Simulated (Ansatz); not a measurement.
Input:

SiC:
```
SiC
1.0
    0.00000     2.16451     2.16451
    2.16451     0.00000     2.16451
    2.16451     2.16451     0.00000
Si C
1 1
Direct
  0.75000   0.75000   0.75000
  0.00000   0.00000   0.00000
```

This is the LDA-relaxed structure. Cartesian axes are those of the cell as given.

**Question.** All from LDA in the plane-wave PAW code Ansatz, unless another level is named. Predict the Debye temperature from the elastic constants.

**Answer.** 1160 K.

**Question.** Next, the piezoelectric stress constants (proper, relaxed ions, C/m²)?

**Answer.** e14 = e25 = e36 = 0.03.

**Question.** Predict the highest zone-centre frequency (without LO–TO term).

**Answer.** 798 cm⁻¹.

Space group F-43m (zinc blende). Symmetry was held in the LDA relaxation; phonons on a q-mesh show no instability.

Potentials: the earlier of the program's two PAW sets.
